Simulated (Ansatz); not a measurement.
This guess for ScInC4N4 is about to be relaxed.

```cif
data_structure
_symmetry_space_group_name_H-M 'P-43m'
_symmetry_Int_Tables_number 215
_cell_length_a 6.1095
_cell_length_b 6.1095
_cell_length_c 6.1095
_cell_angle_alpha 90.000
_cell_angle_beta 90.000
_cell_angle_gamma 90.000
_cell_volume 228.05
loop_
_atom_site_label
_atom_site_type_symbol
_atom_site_symmetry_multiplicity
_atom_site_Wyckoff_symbol
_atom_site_fract_x
_atom_site_fract_y
_atom_site_fract_z
_atom_site_occupancy
Sc1 Sc 1 b 0.50000 0.50000 0.50000 1
In1 In 1 a 0.00000 0.00000 0.00000 1
C1 C 4 e 0.18909 0.18909 0.18909 1
N1 N 4 e 0.29966 0.29966 0.29966 1
```

Level of theory: DFT PBE, scalar-relativistic, plane waves, PAW (Ansatz 0.2.0). Cutoff 420 eV, Gaussian smearing, Γ-centred meshes. Cell and atoms relax first on a coarse mesh and then on a finer one. In between, the cell is made exact in the group found at 0.06 Å. In metals the finer mesh still leaves noise of several meV/atom or more. The steps can't lower the symmetry of their start. Collinear spin is switched on along the way, since trial moments persisted in a coarse test.

A guess keeps its type if space group and coordination stay and the shape of the cell changes little (axis ratios within about 15 %, angles within 6°); the volume may change.

Task: Does this structure survive the relaxation?

Result: It keeps its type. The symmetry stays P-43m (No. 215). The volume per atom grows by 10.9 %, from 22.8 to 25.3 Å³. The shortest distance goes from 1.17 Å (C–N) to 1.18 Å (C–N). Counting neighbours within 15 % of an atom's shortest distance, the start has C 1, In 4, N 1, Sc 4 and the end C 1, In 4, N 1, Sc 4.

The last run used collinear spin, a 6×6×6 mesh for its 10-atom cell and Gaussian smearing of 0.10 eV. The magnetic state reached may not be the lowest. A structure relaxed within its symmetry needn't be a true minimum.
